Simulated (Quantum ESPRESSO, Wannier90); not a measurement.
Wannier functions of Sn (diamond)

```xyz
2
Lattice="0.0000 3.2850 3.2850 3.2850 0.0000 3.2850 3.2850 3.2850 0.0000" Properties=species:S:1:pos:R:3 pbc="T T T"
Sn     3.2850     3.2850     3.2850
Sn    -1.6425    -1.6425    -1.6425
```

Cell from Materials Project (mp-117), symmetrised, no further relaxation. COD (Crystallography Open Database) has the formula in 5 space groups, this one among them (matched by group alone). Method: PBEsol plane waves in Quantum ESPRESSO 7.5 (PseudoDojo norm-conserving files, 58 Ry, no spin polarisation, no spin-orbit coupling), Bloch states on a 8×8×8 mesh through Γ, Wannier90 4.0.1. Density: 12×12×12 mesh, cold smearing 0.01 Ry. Spin-orbit coupling is left out although heavy elements are present.

A tight-binding model is made by disentanglement and projection with no localisation steps (num_iter = 0), so the 8 orbitals stay atom-like: hydrogen-like Sn: s;p, axes along x, y, z; frozen window up to 1.50 eV relative to the Fermi level. It follows pw.x to 6.3 meV rms for states up to 1.0 eV relative to the Fermi level. Matrix elements depend on this choice of orbitals and windows.

Task: What are the on-site energies relative to the Fermi level, and how fast do the hoppings decay?

Result: 
| atom | orbitals | energy (eV) |
|---|---|---|
| Sn1 | s | -5.33 |
| Sn1 | pz px py | 1.27 |
| Sn2 | s | -5.33 |
| Sn2 | pz px py | 1.27 |

```
distance of the centres (Å)  largest modulus (eV)
---------------------------  --------------------
2–3                                           1.2
4–5                                          0.29
5–6                                         0.046
6–7                                         0.023
7–8                                         0.082
8–9                                         0.019
9–10                                        0.018
10–11                                      0.0085
11–12                                      0.0043
12–13                                      0.0022
```
